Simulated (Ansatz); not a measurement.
# Phase order of Tl (with spin–orbit coupling)

Structure types of Tl are relaxed in primitive cells with their symmetry kept at 0 GPa, first on PAW files, then by LAPW. The enthalpy is E + pV at zero temperature, without zero-point motion. Only the types listed were tried, and differences under about 5 meV/atom are mesh noise. Not among the end structures: fcc, which may lie lower.

Computed with Ansatz 0.2.0; functional LDA, with spin–orbit coupling. Settings: Fermi–Dirac smearing of 0.05 eV, no spin polarisation. Methods: LAPW: all electrons, basis error target 0.5 meV/atom; PAW: frozen-core files, cutoff 420 eV.

k meshes: bcc 15×15×15, hcp 14×14×8, sc 13×13×13, diamond 11×11×11.

The PAW files were made under PBE.

```csv
start type,ends as,"a, b, c (Å)",V (Å³/atom),"H − H(lowest), LAPW (meV/atom)"
bcc,"bcc, Im-3m","3.769, 3.769, 3.769",26.78,1.3
hcp,"hcp, P6_3/mmc","3.358, 3.358, 5.495",26.83,0.0
sc,"sc, Pm-3m","3.067, 3.067, 3.067",28.86,?
diamond,"diamond, Fd-3m","6.680, 6.680, 6.680",37.26,?
```

Q: Fill in "H − H(lowest), LAPW (meV/atom)" for the row "diamond".

A: 426.8.

Q: Fill in "H − H(lowest), LAPW (meV/atom)" for the row "sc".

A: 114.0.
